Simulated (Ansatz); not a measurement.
GeRh in space group P-6m2 (No. 187; Rh on 1a, Ge on 1f) at seven volumes, plane-wave PAW PBE (Ansatz code), shape and atoms relaxed at each. One row is withheld.

```
V (Å³/atom)  P (GPa)
-----------  -------
14.819         18.15
15.307         11.00
15.796          5.02
16.284          0.00
16.773         -4.19
17.261         -7.69
17.750             ?
```

Fit the shown pressures and predict the withheld one.

P = (3/2)B₀(x^(7/2) − x^(5/2))[1 + (3/4)(B′ − 4)(x − 1)] with x = (V₀/V)^(2/3). Least squares on the six rows gives V₀ = 16.285 Å³/atom, B₀ = 152 GPa, B′ = 4.92. At V = 17.750, x = 0.9442 and P = -10.60 GPa. The run itself gave -10.57 GPa.

A made-up cell: these elements were put on the sites of a structure type; neither database checked (COD, Materials Project) lists it. COD files the formula under space group No. 62, so this cell is another polymorph or a model. Its standing as an ambient phase is unchecked. The cell was relaxed with PBE under the symmetry of its start; its stability against distortions is not shown here. The run is not spin-polarised.

Potentials: the later of the program's two PAW sets.
